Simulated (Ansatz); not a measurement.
ZrSi$_{2}$ (Cmcm), relaxed with r²SCAN (Ansatz, a first-principles code, plane waves, PAW): a = 3.690 Å, b = 14.864 Å, c = 3.665 Å, α = 90.00°, β = 90.00°, γ = 90.00°.

| Item | Result |
|---|---|
| ΔH_f (eV/atom) | -0.66 |

**Question.** The same phase is relaxed and computed with LDA in the same code. What are the cell and these values now?

**Answer.** a = 3.6498 Å, b = 14.4963 Å, c = 3.6343 Å, α = β = γ = 90.00°.

ΔH_f (eV/atom): -0.76

All cells were relaxed under the symmetry of their starts (and spin orders); stability against distortions was not tested throughout. Rows with no word on spin ran without spin polarisation. Scalar-relativistic: spin–orbit coupling is off unless named, which matters more the heavier the elements.

Potentials: the later of the program's two PAW sets.

Ansatz is a plane-wave DFT program.

Formation energies count from the lowest solids of the elements computed at the same level, not from gases.
